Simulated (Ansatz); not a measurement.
**Zone-centre modes in K2NaBiF6**

Theory: Ansatz, DFT PBEsol, scalar-relativistic, plane waves, PAW. The runs took a 420 eV cutoff, a Γ-centred 6×6×6 mesh and Gaussian smearing (0.05 eV). Spin–orbit coupling is left out, which can shift energies with elements as heavy as these. No spin polarisation.

Reference structure (relaxed at this level; it needn't be the usual structure):

```yaml
crystal:
  lattice:
    - [0.00000, 4.46839, 4.46839]
    - [4.46839, 0.00000, 4.46839]
    - [4.46839, 4.46839, 0.00000]
  atoms:
    - { symbol: K, position: [0.75000, 0.75000, 0.75000] }
    - { symbol: K, position: [0.25000, 0.25000, 0.25000] }
    - { symbol: Na, position: [0.50000, 0.50000, 0.50000] }
    - { symbol: Bi, position: [0.00000, 0.00000, 0.00000] }
    - { symbol: F, position: [0.74953, 0.25047, 0.25047] }
    - { symbol: F, position: [0.25047, 0.25047, 0.74953] }
    - { symbol: F, position: [0.25047, 0.74953, 0.74953] }
    - { symbol: F, position: [0.25047, 0.74953, 0.25047] }
    - { symbol: F, position: [0.74953, 0.25047, 0.74953] }
    - { symbol: F, position: [0.74953, 0.74953, 0.25047] }
```

Harmonic modes by finite displacements of 0.02 Å, without the LO–TO term.

Question: At this geometry, is the structure stable against these modes?

Answer: No: 12 modes are unstable, the strongest at 100i cm⁻¹.

Question: List the wavenumbers in cm⁻¹.

Answer: 100i, 100i, 100i, 68i, 68i, 68i, 45i, 45i, 45i, 15i, 15i, 15i, 0, 0, 0, 114, 114, 114, 175, 175, 175, 232, 232, 232, 345, 345, 345, 387, 387, 482.

Cost: 1 run of about 3.1 core-minutes, on Arm Neoverse V1 (shared hosts).